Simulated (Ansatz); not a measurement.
AlRu, DFT, PBEsol, all-electron LAPW, scalar-relativistic (Ansatz 0.2.0), run on 1 thread of Intel(R) Xeon(R) Platinum 8488C (Sapphire Rapids) on a shared host.

The cell comes from COD entry 1527371, which wasn't checked; take it as a given geometry. The listed cell was then made from it by scaling, straining or moving an atom.

Command: `ansatz run input.yaml --threads 1 --pin off --max-ram 3072MiB --backend cpu --events-out ev --progress --plain --runs-dir out`

```yaml
crystal:
  lattice:
    - [2.9916, 0.029916, 0.029916]
    - [0.029916, 2.9916, 0.029916]
    - [0.029916, 0.029916, 2.9916]
  atoms:
    - { symbol: Al, position: [0.0, 0.0, 0.0] }
    - { symbol: Ru, position: [0.5, 0.5, 0.5] }
kpoints:
  mp_grid: { grid: [12, 12, 12] }
  band_path:
    path:
      - [0.0, 0.0, 0.0]
      - [0.5, 0.5, 0.5]
      - [0.5193194925, 0.4806805075, 0.5]
      - [0.5, -0.4806805075, 0.4806805075]
      - [0.5, 0.0, 0.0]
      - [0.0, 0.0, 0.0]
      - [0.4903402537, -0.4903402537, 0.0]
      - [0.5096597463, 0.0, 0.4903402537]
      - [0.5, 0.0, 0.5]
    npoints: 5
scf:
  occupations: { method: fermi_dirac, width: 0.05 }
hamiltonian:
  xc: pbesol
  pseudopotentials: { kind: all_electron, lapw: { basis_error: 0.001 } }
output:
  forces: true
  stress: true
  eigenvalues: true
```

Question: How large is the problem that the program sets up?

Answer: 189 irreducible k-points, 251 plane waves at Γ, 23 bands.

Question: About how long does it take, and how much memory does it use?

Answer: 20 s of wall time for 7 SCF iterations, with a peak of 0.6 GiB. Times on shared machines scatter by tens of per cent.
